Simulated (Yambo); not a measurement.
A G0W0@LDA run in Yambo for CsCdCl3 (cubic perovskite, space group Pm-3m, No. 221) (2×2×2 Γ-centred k mesh, bands 5 to 268 and a 8 Ry block in the screening, 268 bands in G with the Bruneval-Gonze terminator, plasmon pole fitted at 27.2 eV) gives these matrix elements, in eV, at the band edges (R → Γ):

```csv
state,E0,<Vxc>,<Σx>,<Σc(E0)>,Z
valence edge,0.000,-16.990,-20.927,2.418,0.794
conduction edge,1.450,-12.910,-8.140,-3.467,0.826
```

Q: Solve the linearised quasiparticle equation for both states, give the gap, and say how exchange and correlation each act on it.

A: E = E0 + Z(Σx + Σc − Vxc). Valence: 0.000 + 0.794 × (-20.927 + (2.418) − (-16.990)) = -1.21 eV. Conduction: 1.450 + 0.826 × (-8.140 + (-3.467) − (-12.910)) = 2.53 eV. The gap is 3.73 eV, against 1.45 eV in LDA. Replacing Vxc by bare exchange alone would open it by 8.71 eV; correlation takes back 5.88 eV of that, and Z scales what is left. Nearest settings tried, and what they do to the gap: 207 bands in W, 207 bands in G: +31 meV; 6 Ry block (257 vectors against 437): -61 meV; 4×4×4 mesh: +105 meV. So the settings aren't converged at that level. The k mesh is coarse. Spin-orbit splittings are left out. The cell is held in this high symmetry; tilts and polar distortions were not searched.

Geometry of the Materials Project entry, not relaxed at this level; primitive cell a = b = c = 5.2644 Å, α = β = γ = 90.00°.
